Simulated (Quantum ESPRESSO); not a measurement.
```yaml
crystal:
  lattice:
    - [3.60017, 0.00000, 0.00000]
    - [0.00000, 3.60017, 0.00000]
    - [0.00000, 0.00000, 5.22516]
  atoms:
    - { symbol: Zr, position: [0.00000, 0.00000, 0.00000] }
    - { symbol: Zr, position: [0.50000, 0.50000, 0.50000] }
    - { symbol: O, position: [0.00000, 0.50000, 0.30177] }
    - { symbol: O, position: [0.00000, 0.50000, 0.80177] }
    - { symbol: O, position: [0.50000, 0.00000, 0.19823] }
    - { symbol: O, position: [0.50000, 0.00000, 0.69823] }
```
The cell comes from the Materials Project (a computed structure). It is ZrO2 in P4₂/nmc. Stability against distortions was not tested. The run has no spin polarisation.

With PBE (a modified build of Quantum ESPRESSO; gradients by PAW reconstruction on its ground state; JTH PAW datasets, 22.5 Ha):

```json
[
 {"quantity": "Vzz Zr (a.u.)", "PBE": "0.567"},
 {"quantity": "Vzz O (a.u.)", "PBE": "0.092"}
]
```

Cores are frozen. Against all-electron runs on small test molecules, this scheme's |Vzz| missed by −2 to +6 % on O. Zr had no test against all-electron runs. Static lattice: thermal averaging is not included.

Question: What does the LDA, on its own JTH datasets and the same geometry, give?

Answer: 
```tsv
quantity	LDA	LDA − PBE
Vzz Zr (a.u.)	0.585	+0.018
Vzz O (a.u.)	0.114	+0.022
```

As single numbers, gradients under 0.02 a.u. lie near what cutoff and mesh leave (some 0.003 a.u. in our sweeps).
